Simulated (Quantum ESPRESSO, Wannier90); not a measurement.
Tight-binding from DFT: YSi2 (P6/mmm)

```
CELL_PARAMETERS angstrom
      4.07549     0.00000     0.00000
     -2.03775     3.52948     0.00000
      0.00000     0.00000     3.99013
ATOMIC_POSITIONS crystal
  Y  0.00000 0.00000 0.00000
  Si 0.33333 0.66667 0.50000
  Si 0.66667 0.33333 0.50000
```

Structure: Materials Project mp-2568, symmetrised, not relaxed again. COD (Crystallography Open Database) has an entry of this formula and space group (matched by these alone). Level: PBEsol, no spin polarisation, no spin-orbit coupling; pw.x of Quantum ESPRESSO at 58 Ry with PseudoDojo potentials, 12×12×8 k-points, Wannier90. Density: 12×12×8 mesh, cold smearing 0.01 Ry.

The plane-wave run has 31 bands and 19 electrons a cell. On the energy scale of pw.x, whose zero is arbitrary, the Fermi level lies at 10.94 eV.

Isolated groups of bands, relative to the Fermi level (bands from 5 on overlap up to the last one computed):

```csv
bands,from (eV),to (eV),filling,weight on atomic waves
1,-42.59,-42.57,filled,Y 4s 96 %
2–4,-22.79,-22.58,filled,Y 4p 98 %
```

Input w.win, without the blocks of cell, atoms and k-points (1152 lines):

```
num_bands = 27
num_wann = 17
exclude_bands = 1-4
num_iter = 1000
conv_tol = 1.0e-6
conv_window = 4
dis_num_iter = 1000
dis_conv_tol = 1.0e-6
dis_froz_max = 20.36
write_hr = true
write_u_matrices = true
begin projections
f=-0.00384,0.00766,0.00706: s;p;d
f=0.32273,-0.33310,0.50609: s;p
f=-0.32737,0.33315,0.48910: s;p
end projections
mp_grid = 12 12 8
```

wannier90.x stops with:
```
dis_windows: More states in the frozen window than target WFs
```
At some k-point more bands lie below dis_froz_max than there are Wannier functions, and every frozen state has to fit into the subspace. Mended as below, all else unchanged, the run goes through (Ω_I = 26.6 Å²) and follows the plane-wave bands to 3.2 meV rms (states up to 1.0 eV relative to the Fermi level).
```
dis_froz_max = 12.44
```
